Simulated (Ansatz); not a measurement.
**CdF2 with a Cd vacancy: gradients before and after relaxing the atoms**

Start: a supercell of CdF2 (fluorite type, Fm-3m) built from a structure deposited in the COD, with all atoms left at the host's positions.

Space group Fm-3m (No. 225); a = 10.7760 Å.

```
site  Wyckoff  site symmetry       x       y       z
 Cd1      24d           m.mm  0.2500  0.2500  0.0000
 Cd7       4b           m-3m  0.5000  0.5000  0.5000
  F8      32f            .3m  0.1250  0.1250  0.1250
 F11      32f            .3m  0.6250  0.3750  0.3750
```

One atom of each set is listed; the run and its k-mesh use a cell of 23 atoms with edges of 7.62, 7.62, 7.62 Å.

All values are calculated (Ansatz; DFT, PBE, plane waves and PAW, scalar-relativistic, 420 eV cutoff, Γ-centred 3×3×3 k-points, Fermi–Dirac smearing 0.01 eV, cell charge -2), not measured.

The largest force at the start is 0.74 eV/Å. Relaxing the ions at fixed cell moves them by 0.157 Å at most (atom 22, F) and 0.099 Å rms. End positions:

Cd1 (0.2500, 0.2500, 0.0000)
Cd7 (0.5000, 0.5000, 0.5000)
F8 (0.1334, 0.1334, 0.1334)
F11 (0.6219, 0.3781, 0.3781)

```
site  moved (Å)  first shell before    first shell after  V_zz before (10²¹ V/m²)  η before
 Cd1      0.000       8 F at 2.33 Å   8 F at 2.29–2.35 Å                     2.86      0.84
  F8      0.157      3 Cd at 2.33 Å       3 Cd at 2.29 Å                    -5.21      0.00
 F11      0.058      4 Cd at 2.33 Å  4 Cd at 2.28–2.35 Å                     0.67      0.00
```

Question: How do the gradients change?

Answer: 

| site | V_zz after | η after | change of V_zz |
| --- | --- | --- | --- |
| Cd1 | 3.58 | 0.06 | +0.72 |
| F8 | -6.18 | 0.00 | -0.97 |
| F11 | 0.28 | 0.00 | -0.39 |

The largest change of V_zz is on F8, from -5.21 to -6.18. The whole tensor moves most on Cd1, by 1.67 along its most changed direction. In per cent, |V_zz| changes by +25 on Cd, -57 to +19 on F (all sites that start above 0.5). Where |V_zz| stays above 0.1, η moves most on Cd1, from 0.84 to 0.06. Sites without a gradient aren't listed.

The defect repeats with the cell of 23 atoms, so it feels its images: sites between two images don't show the values beside a lone defect, and zeros or small values of η there can come from the images' arrangement. A uniform background compensates the cell's charge. Without spin–orbit coupling (the program notes it for Cd) the gradients are little affected as a rule: paired runs on crystals with a gap mostly move them by under 2 % at such atoms.
Before: The neighbours have not yet relaxed around the defect (largest force 0.74 eV/Å), so a real crystal will differ.
After: The cell keeps the host's lattice, where the PBE pressure is 6 GPa (in a charged cell this depends on the convention for the mean potential).
